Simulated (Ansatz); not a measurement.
Consider the following.

Be (hcp, Mg type)

```yaml
crystal:
  lattice:
    - [2.26449, 0.00000, 0.00000]
    - [-1.13225, 1.96111, 0.00000]
    - [0.00000, 0.00000, 3.56090]
  atoms:
    - { symbol: Be, position: [0.33333, 0.66667, 0.75000] }
    - { symbol: Be, position: [0.66667, 0.33333, 0.25000] }
```

The atoms are displaced by Q × the pattern below (from a DFPT mode at Γ, largest move 1; Q in Å), at fixed cell. It is one choice among 2 degenerate patterns.

```tsv
atom	x	y	z
Be1	0.000	1.000	0.000
Be2	0.000	-1.000	0.000
```

The numbers are results of PBE (plane waves to 420 eV, PAW, scalar-relativistic; Ansatz, a program for electronic structure), not measurements. k mesh 23×23×13 (Γ-centred), Fermi-Dirac smearing 0.05 eV. Energies are smeared free energies. With partly filled bands, energies and forces of such displacements shift with the k mesh and the smearing. Be was relaxed with its symmetry unable to fall. The PAW data are Ansatz's earlier set. ΔE is measured from the undisplaced structure.

The scan covers Q from -0.280 to 0.280 Å in 13 points.

Problem. Is the energy the same for displacements of ±0.280 Å, and if not, which side lies higher?

Solution. Not even: the positive side lies higher at ±0.280 Å.

Problem. Which space group does the distorted structure have?

Solution. Cmcm (No. 63), lowered from P6_3/mmc.

Problem. What is the energy change at Q = 0.280 Å?

Solution. 684 meV/cell.

Problem. What harmonic wavenumber does the curvature at Q = 0 give?

Solution. 471 cm⁻¹.

(For displaced atoms, the force is minus the slope of the energy, and its curvature is a force constant, which sets phonon frequencies.)
